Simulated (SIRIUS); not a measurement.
Consider a self-consistent single point of HgTe (P3_121, 12 atoms in the cell; from Materials Project mp-358, changed as shown).

```xyz
12
Lattice="4.6727 0.0000 0.0000 0.0000 8.0934 0.0000 0.0000 0.0000 10.4619" Properties=species:S:1:pos:R:3 pbc="T T T"
Hg     0.7386     1.2793     0.0000
Hg     3.1955     0.0000     3.4873
Hg     3.0750     2.7674     6.9746
Hg     3.0750     5.3260     0.0000
Hg     0.8591     4.0467     3.4873
Hg     0.7386     6.8141     6.9746
Te     1.1345     1.9650     5.2310
Te     2.4038     0.0000     8.7183
Te     3.4708     2.0817     1.7437
Te     3.4708     6.0117     5.2310
Te     0.0674     4.0467     8.7183
Te     1.1345     6.1285     1.7437
```

Method: LDA (PW92), GBRV LDA ultrasoft pseudopotentials (plane waves; SIRIUS).

SIRIUS settings:

```
setting                                                               value
--------------------------------------  -----------------------------------
parameters.ngridk                                                     4 2 2
parameters.xc_functionals                           [XC_LDA_X, XC_LDA_C_PW]
parameters.gk_cutoff                                           6.325 1/bohr
parameters.pw_cutoff                                          14.143 1/bohr
parameters.smearing                                             fermi_dirac
parameters.smearing_width                                     0.00183747 Ha
potentials                              GBRV LDA ultrasoft pseudopotentials
parameters.electronic_structure_method                      pseudopotential
parameters.num_bands                                                     65
parameters.num_mag_dims                                                   0
parameters.num_dft_iter                                                 100
parameters.energy_tol                                              1e-07 Ha
parameters.density_tol                                                1e-06
mixer.type                                                         anderson
mixer.beta                                                              0.7
mixer.use_hartree                                                     false
```

Question: Estimate, at this level of theory: gap on the k-point mesh, pressure and largest force (vector length).

Answer: The run gave:

Gap on the k-point mesh: 0.55 eV
Pressure: -3.27 GPa
Largest force (vector length): 0.109 eV/Å

The gap is read on the k-point mesh of the run and can differ from the gap over the whole zone at this level.

For comparison: a first run was changed to give this one (lattice scaled by 0.98), and from it to this one the free energy falls by 54.2 meV/atom, the pressure goes from -5.03 to -3.27 GPa, the largest force goes from 0.456 to 0.109 eV/Å and the gap on the mesh goes from 0.461 to 0.545 eV.

Spin-orbit coupling is left out, which matters for bands and gaps with elements this heavy. The structure comes from a collection of computed structures, made at another level of theory; the collection holds predicted forms beside known ones. Its lattice was then scaled.

Cost on one core: very roughly 7 core-minutes.
